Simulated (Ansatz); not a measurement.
## Structure relaxation, Si2Mo

The start is a relaxed Si2Mo cell shaken by Gaussian noise of σ = 0.08 Å a coordinate. The cell and all atomic positions are relaxed at zero pressure with PBEsol (plane waves to 420 eV, PAW, scalar-relativistic; Ansatz, a first-principles code). The first steps use a coarse 6×6×4 k-mesh.

The start:
```
CELL_PARAMETERS angstrom
      4.57474     0.00000     0.00000
     -2.28737     3.96184     0.00000
      0.00000     0.00000     6.56669
ATOMIC_POSITIONS crystal
  Mo 0.51013 0.01754 0.00981
  Mo 0.51268 0.49907 0.31348
  Mo 0.03877 0.50224 0.67947
  Si 0.16066 0.30850 0.98927
  Si 0.84499 0.16964 0.31773
  Si 0.67856 0.82073 0.65828
  Si 0.85032 0.67202 0.98360
  Si 0.17301 0.83605 0.35008
  Si 0.31202 0.16046 0.66837
```

```json
{
 "initial_pressure": "+4 GPa (positive: the cell is compressed)",
 "largest_initial_force": "about 3.3 eV/Å, on Mo3 (atoms numbered as listed)",
 "energy_released": "0.11 eV/atom",
 "Shortest distances (start → end)": "The closest pairs of elements (up to four, under 3.6 Å), start → end: Mo–Si 2.39 → 2.56 Å; Si–Si 2.42 → 2.55 Å; Mo–Mo 2.97 → 3.17 Å",
 "band_gap_at_the_end": "0.04 eV, indirect (valence top at L, conduction bottom at M) (no spin-orbit coupling)",
 "optimiser_moves": "4"
}
```

Final structure:

```cif
data_Mo3Si6
_chemical_formula_sum 'Mo3 Si6'
_space_group_name_H-M_alt 'P6222'
_space_group_IT_number 180
_space_group_name_Hall 'P 62 2 (0 0 4)'
_cell_length_a 4.57485
_cell_length_b 4.57485
_cell_length_c 6.56675
_cell_angle_alpha 90.000
_cell_angle_beta 90.000
_cell_angle_gamma 120.000
loop_
_atom_site_label
_atom_site_type_symbol
_atom_site_symmetry_multiplicity
_atom_site_Wyckoff_symbol
_atom_site_fract_x
_atom_site_fract_y
_atom_site_fract_z
_atom_site_occupancy
Mo1 Mo 3 d 0.50000 0.00000 0.50000 1
Si1 Si 6 j 0.32835 0.16417 0.16667 1
```

Final values are on a 8×8×5 k-mesh of the relaxed cell. No spin polarisation in the result.

The first start was generated by placing the elements on the sites of a structure type. Materials Project lists a structure of Si2Mo in the same space group, P6₂22 (No. 180); the sites were not compared with it, nor with measured phases. Known forms of Si2Mo include space group No. 139.
